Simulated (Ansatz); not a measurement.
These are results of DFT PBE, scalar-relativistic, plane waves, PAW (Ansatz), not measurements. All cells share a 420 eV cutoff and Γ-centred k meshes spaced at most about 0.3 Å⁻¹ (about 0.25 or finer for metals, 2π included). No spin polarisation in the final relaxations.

Temperature and zero-point effects are left out.

Two relaxed structures of Be2CdS2:

A.

```cif
data_structure
_symmetry_space_group_name_H-M 'Cmmm'
_symmetry_Int_Tables_number 65
_cell_length_a 3.0750
_cell_length_b 22.4165
_cell_length_c 3.0737
_cell_angle_alpha 90.000
_cell_angle_beta 90.000
_cell_angle_gamma 90.000
_cell_volume 211.87
loop_
_atom_site_label
_atom_site_type_symbol
_atom_site_symmetry_multiplicity
_atom_site_Wyckoff_symbol
_atom_site_fract_x
_atom_site_fract_y
_atom_site_fract_z
_atom_site_occupancy
Be1 Be 4 i 0.00000 0.15123 0.00000 1
Cd1 Cd 2 c 0.50000 0.00000 0.50000 1
S1 S 4 j 0.00000 0.34848 0.50000 1
```

B.

```cif
data_structure
_symmetry_space_group_name_H-M 'P-6m2'
_symmetry_Int_Tables_number 187
_cell_length_a 4.3966
_cell_length_b 4.3966
_cell_length_c 5.2484
_cell_angle_alpha 90.000
_cell_angle_beta 90.000
_cell_angle_gamma 120.000
_cell_volume 87.86
loop_
_atom_site_label
_atom_site_type_symbol
_atom_site_symmetry_multiplicity
_atom_site_Wyckoff_symbol
_atom_site_fract_x
_atom_site_fract_y
_atom_site_fract_z
_atom_site_occupancy
Be1 Be 2 i 0.66667 0.33333 0.22012 1
Cd1 Cd 1 b 0.00000 0.00000 0.50000 1
S1 S 1 a 0.00000 0.00000 0.00000 1
S2 S 1 d 0.33333 0.66667 0.50000 1
```

Task: Which form is favoured at zero pressure, and by what margin per atom?

Result: A is lower, by 0.72 eV/atom. A has space group Cmmm (No. 65), 21.2 Å³/atom and no gap on its mesh; B has space group P-6m2 (No. 187), 17.6 Å³/atom and no gap. Counting S atoms around Be and Cd (those within 1.25 times the shortest such distance or 1.15 times the sum of covalent radii, 1.27 where that leaves under three; the shortest distance is added where it exceeds 1.18 times the sum of covalent radii), A has Be 4, Cd 2 from 3.4 Å and B has Be 6 from 2.8 Å, Cd 5. In A, Be is surrounded by 4 S at 2.17 Å; Cd has 4 Cd at 3.07–3.08 Å and 2 S at 3.40 Å; S is surrounded by 4 Be at 2.17 Å, 4 S at 3.07–3.08 Å and 1 Cd at 3.40 Å. In B, around Be lie 1 Be at 2.31 Å, 6 S at 2.79–2.93 Å, 3 Cd at 2.93 Å and 1 Be at 2.94 Å; around Cd lie 5 S at 2.54–2.62 Å and 6 Be at 2.93 Å; S on its first site has 2 Cd at 2.62 Å and 6 Be at 2.79 Å; 1 more site not described. Both come from invented guesses. A third cell relaxed alike, in P-3m1, lies 0.53 eV/atom below the lower of the two.

Weakly bound directions are ill-defined at this level, which has no dispersion term (Cmmm), and this can change margins and order among such cells. Cells relaxed within their symmetry can be saddle points.
